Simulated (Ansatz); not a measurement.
Phonons of SiC (wurtzite) at Γ, M = (0.5, 0.0, 0.0), A = (0.0, 0.0, 0.5), L = (0.5, 0.0, 0.5).

SiC (wurtzite)

```
CELL_PARAMETERS angstrom
      3.09195     0.00000     0.00000
     -1.54598     2.67771     0.00000
      0.00000     0.00000     5.07427
ATOMIC_POSITIONS crystal
  Si 0.66667 0.33333 0.00052
  Si 0.33333 0.66667 0.50052
  C  0.66667 0.33333 0.62468
  C  0.33333 0.66667 0.12468
```

Computed with PBE (plane waves to 420 eV, PAW, scalar-relativistic; Ansatz, a quantum-chemistry and plane-wave program). Harmonic phonons by density-functional perturbation theory on a 10×10×6 k mesh, in cm⁻¹; i marks imaginary ones, q is in fractions of the reciprocal vectors of the cell shown, and the three acoustic modes at Γ are left out. The non-analytic (LO-TO) term is not included, so polar modes at Γ have their transverse values. The program warned that its band solver left a few bands short of their tolerance. SiC was relaxed with its symmetry unable to fall.

```
q                                                            wavenumbers (cm⁻¹)
-------------------  ----------------------------------------------------------
Γ                                   257 (×2), 584, 743 (×2), 750, 778 (×2), 815
M = (0.5, 0.0, 0.0)  257, 337, 358, 429, 538, 543, 730, 740, 754, 764, 823, 834
A = (0.0, 0.0, 0.5)                      193 (×4), 392 (×2), 759 (×4), 889 (×2)
L = (0.5, 0.0, 0.5)  319 (×2), 320 (×2), 593 (×2), 745 (×2), 765 (×2), 810 (×2)
```

The structure shows no imaginary mode at these points (lowest 193 cm⁻¹ at A = (0.0, 0.0, 0.5)); other wave vectors were not tested.

Highest mode: 889 cm⁻¹ at A = (0.0, 0.0, 0.5).
